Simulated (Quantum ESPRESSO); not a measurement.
# Kohn-Sham bands of RbHO (P2₁/m)

```
RbHO
1.0
    4.17236     0.00000     0.00000
    0.00000     4.15620     0.00000
   -1.45568     0.00000     5.77172
Rb H O
2 2 2
Direct
  0.17334   0.25000   0.28828
  0.82666   0.75000   0.71172
  0.47785   0.25000   0.92235
  0.52215   0.75000   0.07765
  0.32904   0.25000   0.76989
  0.67096   0.75000   0.23011
```

Structure: Materials Project mp-643043, symmetrised, not relaxed again. Not found in the COD (Crystallography Open Database) copy used; not checked further. Computed values, not measurements, from LDA: Quantum ESPRESSO (norm-conserving PseudoDojo potentials, cutoff 68 Ry, no spin polarisation, no spin-orbit coupling) on a Γ-centred 8×8×6 mesh, then Wannier90. Density: 8×8×6 mesh, cold smearing 0.01 Ry.

Problem. List the Kohn-Sham levels between −8 and 6.0 eV relative to the valence-band maximum at the high-symmetry points, as a band run of pw.x on that density gives them (levels within 2 meV counted together).

Solution. 
```
point  k (reciprocal lattice)                                                levels (eV)
-----  ----------------------  ---------------------------------------------------------
Γ           0.000 0.000 0.000       -4.02, -3.71, -0.38, -0.34, -0.15, -0.06, 3.00, 5.06
Z           0.000 0.500 0.000              -3.90 (×2), -0.91 (×2), -0.53 (×2), 5.67 (×2)
D           0.000 0.500 0.500              -4.17 (×2), -0.92 (×2), -0.58 (×2), 5.97 (×2)
B           0.000 0.000 0.500  -4.41, -3.79, -0.48, -0.34, -0.31, 0.00, 4.62, 5.23, 5.36
A          -0.500 0.000 0.500       -4.44, -3.68, -1.15, -0.80, -0.76, -0.37, 5.63, 5.88
E          -0.500 0.500 0.500                         -4.04 (×2), -0.46 (×2), -0.31 (×2)
C_2        -0.500 0.500 0.000              -3.93 (×2), -0.39 (×2), -0.24 (×2), 5.21 (×2)
Y_2        -0.500 0.000 0.000             -4.23, -3.72, -0.81, -0.80, -0.78, -0.35, 5.53
```
